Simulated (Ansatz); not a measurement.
Here is an unrelaxed guess for Be3H2.

```yaml
crystal:
  lattice:
    - [3.28885, 0.00000, 0.00000]
    - [-1.64442, 2.84823, 0.00000]
    - [0.00000, 0.00000, 4.02800]
  atoms:
    - { symbol: Be, position: [0.00000, 0.00000, 0.00000] }
    - { symbol: Be, position: [0.66667, 0.33333, 0.33333] }
    - { symbol: Be, position: [0.33333, 0.66667, 0.66667] }
    - { symbol: H, position: [0.66667, 0.33333, 0.83333] }
    - { symbol: H, position: [0.33333, 0.66667, 0.16667] }
```

These are results of DFT PBE, scalar-relativistic, plane waves, PAW in Ansatz, not measurements. Cutoff 420 eV; k points 6×6×4 on the computed 5-atom cell (Γ-centred); Gaussian smearing, width 0.10 eV; no spin polarisation.

Energies over the elements count from the elements' standard structures at the same level (H₂ as a molecule), with no fitted energy shifts.

Question: What does a single point on this coarse mesh give?

Answer: The pressure is -7.0 GPa (the mean over three directions, positive in compression), the largest force is 0.20 eV/Å, and the energy is +0.88 eV/atom against the elements. The shortest distance is 2.01 Å.

Question: How much does it gain on relaxing, and where does it end?

Answer: Relaxing gains about 0.66 eV/atom (the start's value is from the coarse mesh, so the gain is rough) in 34 ionic steps and ends at +0.23 eV/atom on the finer mesh. The symmetry stays P-3m1 (No. 164). The volume per atom shrinks by 10.4 %, from 7.5 to 6.8 Å³. The shortest distance goes from 2.01 Å (Be–H) to 1.60 Å (Be–H). The ratio c/a of the conventional cell changes by a factor of 2.64. Conventional cell: a = 2.295 Å, c = 7.414 Å. Around Be on a site of symmetry -3m lie 12 Be at 2.28–2.30 Å; Be on a site of symmetry 3m has 3 H at 1.60 Å and 9 Be at 2.28–2.30 Å; H has 3 Be at 1.60 Å.

The last run used an 18×18×6 mesh (in the run's order of axes) for its 5-atom cell and Gaussian smearing of 0.10 eV. No dispersion correction is applied, so the spacing and binding between layers, chains or molecules are poorly described. With hydrogen, zero-point motion can shift formation energies by some tens of meV/atom. The relaxation can't lower the symmetry of the start. Symmetry constrained the relaxation, so the result can be a saddle point.
